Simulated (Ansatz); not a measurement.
**Zincblende alloy of GaAs and InAs (26 of 32 Ga sites exchanged), 64 atoms**

Ansatz, PAW, plane waves. PBEsol relaxation of volume and atoms (shape held) at the single k point (½, ½, ½); single points on the relaxed atoms at the Γ point alone, onto which points of the small cell's zone fold. Arrangement: quasirandom. No spin–orbit coupling unless named.

Relaxed structure:

```
In Ga As
1.0
    12.02795    0.00000    0.00000
     0.00000   12.02795    0.00000
     0.00000    0.00000   12.02795
In Ga As
26 6 32
Direct
  0.00167 0.99988 0.00745
  0.00208 0.99978 0.49409
  0.00251 0.49968 0.00231
  0.00241 0.50025 0.49765
  0.49752 0.99768 0.00477
  0.49756 0.50246 0.00033
  0.49726 0.50235 0.50051
  0.24783 0.24746 0.00494
  0.24944 0.24494 0.49568
  0.75263 0.24752 0.00411
  0.74932 0.24566 0.49539
  0.74960 0.75207 0.00260
  0.74777 0.75462 0.49789
  0.25275 0.99523 0.74808
  0.24721 0.50176 0.24998
  0.25023 0.50555 0.74976
  0.74717 0.99998 0.74701
  0.75264 0.49734 0.24997
  0.75001 0.49951 0.75056
  0.99987 0.25003 0.75016
  0.00389 0.75455 0.25032
  0.00482 0.74987 0.75021
  0.49984 0.24338 0.25220
  0.49958 0.24757 0.74768
  0.49559 0.75648 0.25197
  0.49539 0.75241 0.74793
  0.49785 0.99760 0.49416
  0.24888 0.75309 0.00251
  0.25306 0.75448 0.49675
  0.24982 0.99695 0.25276
  0.74994 0.00263 0.25205
  0.00046 0.24472 0.25060
  0.12668 0.12289 0.14138
  0.12436 0.12297 0.62552
  0.13030 0.63309 0.11877
  0.13340 0.63383 0.61512
  0.63089 0.11719 0.13149
  0.61617 0.11706 0.61497
  0.62366 0.62610 0.12823
  0.62432 0.62648 0.62549
  0.37587 0.37383 0.12777
  0.37243 0.37452 0.62394
  0.36015 0.87626 0.12562
  0.37648 0.87508 0.60989
  0.88478 0.36724 0.13187
  0.87445 0.37381 0.62295
  0.86764 0.88153 0.13462
  0.87753 0.87585 0.62412
  0.37431 0.11023 0.37334
  0.37461 0.12374 0.87646
  0.36803 0.63161 0.38062
  0.36783 0.63506 0.88248
  0.87574 0.12360 0.36245
  0.87596 0.12261 0.87513
  0.87594 0.62752 0.37392
  0.87617 0.62519 0.87650
  0.11832 0.36670 0.36752
  0.12638 0.37517 0.87486
  0.13807 0.87508 0.37520
  0.13117 0.87040 0.88316
  0.62239 0.37523 0.37495
  0.62467 0.37325 0.87678
  0.62517 0.88910 0.37329
  0.62262 0.87514 0.87508
```

Question: What are the mean bond lengths by pair (pairs within 1.2 times the sum of covalent radii, less contacts 15 % beyond the pair's median; cation–cation pairs of compounds aside; long ionic contacts are cut short by that bound)?

Answer: As–Ga 2.482 ± 0.012 Å (standard deviation, 24 bonds); As–In 2.634 ± 0.013 Å (standard deviation, 104 bonds).

Question: What gap lies between the top filled and the lowest empty level in the single points?

Answer: HSE06 0.56 eV (93 s on NVIDIA GB300).
